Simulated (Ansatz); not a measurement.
Computed with DFT PBE, scalar-relativistic, plane waves, PAW in Ansatz. Settings: cutoff 420 eV, Γ-centred meshes spaced at most about 0.3 Å⁻¹, and about 0.25 Å⁻¹ or finer for metals (2π included), Gaussian smearing. No spin polarisation in the final relaxations.

All energies are static (0 K, no zero-point motion). All come from trial cells, and lower structures may exist.

Question: These unrelaxed guesses for ScAlSbP₃ are each relaxed within their symmetry. Order them by the energy at which they end, lowest first.
A.

Space group Amm2 (No. 38). a = 6.106 Å, b = 6.818 Å, c = 6.792 Å, α = 90.00°, β = 90.00°, γ = 90.00°
| atom | site | symmetry | x | y | z |
| --- | --- | --- | --- | --- | --- |
| Sc | 2a | mm2 | 0.0000 | 0.0000 | 0.0740 |
| Al | 2a | mm2 | 0.0000 | 0.0000 | 0.7193 |
| Sb | 2b | mm2 | 0.5000 | 0.0000 | 0.1258 |
| P | 2a | mm2 | 0.0000 | 0.0000 | 0.5005 |
| P | 4e | m.. | 0.5000 | 0.7935 | 0.2978 |

B.

Space group P4/mmm (No. 123). a = 4.224 Å, b = 4.224 Å, c = 8.135 Å, α = 90.00°, β = 90.00°, γ = 90.00°
```
atom  site  symmetry       x       y       z
  Sc    1a     4/mmm  0.0000  0.0000  0.0000
  Al    1d     4/mmm  0.5000  0.5000  0.5000
  Sb    1c     4/mmm  0.5000  0.5000  0.0000
   P    2e      mmm. 0.0000  0.5000  0.5000
   P    1b     4/mmm  0.0000  0.0000  0.5000
```

C.

Space group P-6m2 (No. 187). a = 6.185 Å, b = 6.185 Å, c = 3.857 Å, α = 90.00°, β = 90.00°, γ = 120.00°
| atom | site | symmetry | x | y | z |
| --- | --- | --- | --- | --- | --- |
| Sc | 1a | -6m2 | 0.0000 | 0.0000 | 0.0000 |
| Al | 1e | -6m2 | 0.6667 | 0.3333 | 0.0000 |
| Sb | 1c | -6m2 | 0.3333 | 0.6667 | 0.0000 |
| P | 3k | mm2 | 0.0130 | 0.5065 | 0.5000 |

D.

Space group P6/mmm (No. 191). a = 5.979 Å, b = 5.979 Å, c = 8.106 Å, α = 90.00°, β = 90.00°, γ = 120.00°
```json
{"atom": "Sc", "site": "1a", "symmetry": "6/mmm", "x": "0.0000", "y": "0.0000", "z": "0.0000"}
{"atom": "Sc", "site": "1b", "symmetry": "6/mmm", "x": "0.0000", "y": "0.0000", "z": "0.5000"}
{"atom": "Al", "site": "2c", "symmetry": "-6m2", "x": "0.6667", "y": "0.3333", "z": "0.0000"}
{"atom": "Sb", "site": "2d", "symmetry": "-6m2", "x": "0.6667", "y": "0.3333", "z": "0.5000"}
{"atom": "P", "site": "6i", "symmetry": "2mm", "x": "0.5000", "y": "0.5000", "z": "0.7140"}
```

Answer: B (ends in P4/mmm, 0 meV/atom), A (ends in Amm2, 84 meV/atom), D (ends in P6/mmm, 217 meV/atom), C (ends in P-6m2, 274 meV/atom).

No dispersion correction is applied, so the spacing and binding between layers, chains or molecules are poorly described (P6/mmm), and this can change margins and order among such cells. Spin–orbit coupling, which can matter for Sb, is left out. A magnetic state wasn't ruled out in cells without spin, among them P6/mmm, P-6m2. Cells relaxed within their symmetry can be saddle points. Some candidate types were left out of the draw beforehand, so a known form may be missing.
